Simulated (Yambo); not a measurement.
Bethe-Salpeter results for NaAuO2 at -1.5 % isotropic strain

```
CELL_PARAMETERS angstrom
      3.26227    -1.48368    -0.01928
      3.26227     1.48368    -0.01928
     -2.90863     0.00000     5.30805
ATOMIC_POSITIONS crystal
  O  0.09098 0.09098 0.25102
  O  0.90902 0.90902 0.74898
  Na 0.50000 0.50000 0.50000
  Au 0.50000 0.50000 0.00000
```

The PBEsol cell relaxed from Materials Project entry mp-997089 was given an isotropic strain of -1.5 % on all lattice vectors, and the atoms were relaxed again.

BSE in Yambo on PBEsol (Quantum ESPRESSO, PseudoDojo norm-conserving, 88 Ry, scalar-relativistic) bands: 8×8×4 mesh, 7 valence and 3 conduction bands, static screening with 39 bands and a 4 Ry block, scissor 1.87 eV, Tamm-Dancoff; field along x.

```csv
state,energy (eV),states within 2 meV,relative strength,class,main transitions
1,2.39,1,< 0.01,dark,VB → CB (92 %)
2,2.64,1,< 0.01,dark,VB → CB (80 %)
3,2.89,1,< 0.01,dark,several band pairs
4,3.00,1,< 0.01,dark,VB → CB (91 %)
5,3.17,1,1.00,weak,several band pairs
6,3.30,1,< 0.01,dark,VB → CB (96 %)
7,3.32,1,< 0.01,dark,VB → CB (100 %)
8,3.35,1,< 0.01,dark,VB → CB (94 %)
```

These are vertical excitations (zero momentum); the indirect quasiparticle gap, about 3.25 eV, is smaller than the direct one (4.09 eV on the GW mesh). The direct quasiparticle gap on this mesh is 3.69 eV; counted from there, state 1 is bound by 1.30 eV. Convergence with the mesh was not shown.

Spin singlets only. Strengths are relative to the strongest of the lowest states of this run; strong means a line over 3 % of the spectrum's maximum, dark under 0.03 %. Absolute energies carry the error of the G0W0 scissor, whose convergence isn't established; the long-wavelength screening was taken along (1,1,1) although the crystal is anisotropic.

Without spin-orbit coupling, band edges of such heavy elements can be off by tenths of an eV.

The structure is a Materials Project entry; no match was found in the copy of COD used, and its stability was not checked.
